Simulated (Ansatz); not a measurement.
### Question
Each is relaxed and computed with PBEsol (plane waves, PAW; program Ansatz). Which is the only metal?
A. Mg2ZnO3, P-3m1 (Mg on 2d, Zn on 1a, O on 2d, O on 1b)
B. Ta2C, P-3m1 (Ta on 2d, C on 1a)
C. Na2PdC2, P-3m1 (Na on 2d, Pd on 1a, C on 2c)
D. NaTaO3, Pnma (Na on 4c, Ta on 4b, O on 8d, O on 4c)

### Answer
B, Ta2C, P-3m1 (Ta on 2d, C on 1a). Ta2C: metal; Na2PdC2: gap 0.72 eV (indirect); NaTaO3: gap 2.69 eV; Mg2ZnO3: gap 3.06 eV (indirect). Standing as an ambient phase not checked: Ta2C, P-3m1 (Ta on 2d, C on 1a); Na2PdC2, P-3m1 (Na on 2d, Pd on 1a, C on 2c); NaTaO3, Pnma (Na on 4c, Ta on 4b, O on 8d, O on 4c); Mg2ZnO3, P-3m1 (Mg on 2d, Zn on 1a, O on 2d, O on 1b). Perhaps ordered models of mixed-site phases: Mg2ZnO3, P-3m1 (Mg on 2d, Zn on 1a, O on 2d, O on 1b). All cells were relaxed under the symmetry of their starts (and spin orders); stability against distortions was not tested throughout. Rows with no word on spin ran without spin polarisation. Scalar-relativistic: spin–orbit coupling is off unless named, which matters more the heavier the elements.

Potentials: the later of the program's two PAW sets.
